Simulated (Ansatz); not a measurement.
Relaxed-ion elastic tensor of SiSn (CsCl type, Pm-3m) in GPa (Voigt order), PBE (plane waves, PAW; program Ansatz); density 5.70 g/cm³, 21.37 Å³ per atom.

```
      1     2     3     4     5     6
-  ----  ----  ----  ----  ----  ----
1  52.1  66.9  66.9   0.0   0.0   0.0
2  66.9  52.1  66.9   0.0   0.0   0.0
3  66.9  66.9  52.1   0.0   0.0   0.0
4   0.0   0.0   0.0  13.2   0.0   0.0
5   0.0   0.0   0.0   0.0  13.2   0.0
6   0.0   0.0   0.0   0.0   0.0  13.2
```

**Question.** Is the crystal mechanically stable?

**Answer.** No: the smallest eigenvalue of C is -14.8 GPa.

The cell is a constructed one: a structure type filled with these elements; neither database checked (COD, Materials Project) lists it. Its standing as an ambient phase is unchecked. Symmetry was held in the PBE relaxation. At this level the phase is mechanically unstable. As this level gives no gap, shear constants depend on the k-mesh and smearing (Fermi–Dirac, 0.1 eV here). Spin–orbit coupling is left out wherever it is not named.

Potentials: the later of the program's two PAW sets.
